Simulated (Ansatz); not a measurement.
## Slab of CsCl AlCo (110), 3 layers

The slab is cut from the CsCl crystal, which needn't be the stable phase, as relaxed on PAW files (10.90 Å³/atom), with 16 Å of vacuum and a dipole correction:

```
CELL_PARAMETERS angstrom
2.79375 0.00000 0.00000
0.00000 3.95096 0.00000
0.00000 0.00000 19.95100
ATOMIC_POSITIONS crystal
Co 0.75000 0.25000 0.40098
Al 0.25000 0.75000 0.40098
Co 0.75000 0.75000 0.50000
Al 0.25000 0.25000 0.50000
Co 0.75000 0.25000 0.59902
Al 0.25000 0.75000 0.59902
```

Level of theory: DFT with LDA, scalar-relativistic, in Ansatz 0.2.0; a Γ-centred 15×10×1 k mesh, Fermi–Dirac smearing of 0.05 eV, no spin polarisation. LAPW: all electrons, basis error target 1 meV/atom; PAW: frozen-core files, cutoff 420 eV.

The bulk energy comes from a cell in the slab's orientation on a 15×10×10 mesh. The surface energy is (E(slab) − N·E(bulk))/2A at zero smearing, the mean of both faces; thin slabs carry quantum-size effects.

Spin polarisation is left out, though a magnetic state may lie lower. The PAW files were made under PBE.

As cut, the LAPW slab lies 3.675 eV above 6 atoms of bulk. What surface energy is that?

Over two faces of 11.04 Å² it is 166.5 meV/Å², and times 16.02 J/m² per eV/Å² that gives γ = 2.667 J/m².

What do relaxation and the other method give, and what work function comes out?



```csv
method,γ as cut (J/m²),γ relaxed (J/m²),Φ as cut (eV),Φ relaxed (eV)
LAPW,2.667,2.579,5.15,5.08
PAW,2.667,2.579,5.15,5.08
```

How do the spacings between the planes relax?

From the bottom face up: d12 0.0 % of 1.975 Å, d23 0.0 % of 1.975 Å. The outer plane rumples by 0.168 Å.
